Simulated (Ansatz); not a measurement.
Total density of states per atom from r²SCAN in the plane-wave PAW code Ansatz, in 0.25 eV bins, energy from the Fermi level:

```
E (eV) | states/eV/atom
    -7.85 |  0.00
    -7.60 |  0.00
    -7.35 |  0.00
    -7.10 |  0.00
    -6.85 |  0.00
    -6.60 |  0.00
    -6.35 | ########### 1.27
    -6.10 | ############ 1.43
    -5.85 | ######## 0.94
    -5.60 | ################ 1.89
    -5.35 | ##################### 2.43
    -5.10 | ############################## 3.55
    -4.85 | ###### 0.70
    -4.60 | ###### 0.70
    -4.35 | ###### 0.70
    -4.10 | ### 0.40
    -3.85 | ### 0.39
    -3.60 | ## 0.22
    -3.35 | ## 0.19
    -3.10 | ## 0.20
    -2.85 | ## 0.22
    -2.60 | ## 0.27
    -2.35 | ## 0.29
    -2.10 | ### 0.30
    -1.85 | ### 0.37
    -1.60 | #### 0.43
    -1.35 | #### 0.47
    -1.10 | ##### 0.61
    -0.85 | ##### 0.62
    -0.60 | #### 0.51
    -0.35 | #### 0.46
    -0.10 | #### 0.42
     0.15 | #### 0.42
     0.40 | #### 0.48
     0.65 | ### 0.39
     0.90 | ### 0.33
     1.15 | ## 0.29
     1.40 | ## 0.24
     1.65 | ## 0.27
     1.90 | ### 0.38
     2.15 | #### 0.43
     2.40 | ### 0.37
     2.65 | ## 0.29
     2.90 | # 0.10
     3.15 | # 0.06
     3.40 | #### 0.42
     3.65 | ######### 1.04
     3.90 | ######## 1.00
     4.15 | ######### 1.04
     4.40 | ########## 1.22
     4.65 | ############ 1.42
```

Question: Which of these materials gives this?
(A) YSi2, P4/mmm (Si on 2f, Y on 1b)
(B) Si3N4, Fd-3m (Si on 16c, Si on 8b, N on 32e)
(C) PbSe, P-6m2 (Pb on 1a, Se on 1f)
(D) CaSiAu, P-6m2 (Ca on 1a, Si on 1f, Au on 1d)

Answer: D, CaSiAu, P-6m2 (Ca on 1a, Si on 1f, Au on 1d). Within 0.5 eV of the Fermi level: Si 3p 61 %, Au 5d 9 %, outside the projected shells 24 %. Projections are on Löwdin-orthogonalised atomic valence shells; empty p or d shells of many metals are not among them.

The first step of the workflow began from a Materials Project structure, measured or hypothetical; the Crystallography Open Database copy checked does not list it. With Si and Au taken as one species the cell has the higher symmetry P6/mmm, so it may be an ordered model of a mixed-site phase. Whether it is the stable phase at ambient conditions was not checked. The r²SCAN relaxation kept the symmetry of its start; its stability against distortions is not shown here. Scalar-relativistic: spin–orbit coupling is off unless named, which matters more the heavier the elements.

Potentials: the later of the program's two PAW sets.
